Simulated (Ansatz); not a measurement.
CdTe:
```yaml
crystal:
  lattice:
    - [0.00000, 3.24452, 3.24452]
    - [3.24452, 0.00000, 3.24452]
    - [3.24452, 3.24452, 0.00000]
  atoms:
    - { symbol: Te, position: [0.75000, 0.75000, 0.75000] }
    - { symbol: Cd, position: [0.00000, 0.00000, 0.00000] }
```

Relaxed with PBEsol. Special points in fractions of this cell's reciprocal vectors: Γ (0.000, 0.000, 0.000); X (0.500, 0.000, 0.500); U (0.625, 0.250, 0.625); K (0.375, 0.375, 0.750); L (0.500, 0.500, 0.500); W (0.500, 0.250, 0.750).

### Question
List the band energies nearest the valence-band maximum at these points for DFT-PBEsol in the program Ansatz with PAW potentials.

### Answer
In eV from the valence-band maximum; about four levels below and three above (degenerate sets whole), none deeper than 8.9 eV; points with the same levels are listed once.

```json
[
 {"k": "Γ", "below": "-7.97 -7.97 0.00 0.00 0.00", "above": "0.65 4.57 4.57 4.57"},
 {"k": "X", "below": "-7.50 -4.32 -1.87 -1.87", "above": "2.51 2.61 8.68"},
 {"k": "U", "below": "-7.45 -4.22 -2.57 -1.55", "above": "2.82 4.45 7.25"},
 {"k": "L", "below": "-7.63 -4.44 -0.78 -0.78", "above": "1.73 5.16 5.16"},
 {"k": "W", "below": "-7.42 -4.20 -2.33 -2.21", "above": "4.21 4.59 5.48"}
]
```

Space group F-43m (zinc blende). Symmetry was held in the PBEsol relaxation. Spin–orbit coupling is left out wherever it is not named.

Potentials: the later of the program's two PAW sets.
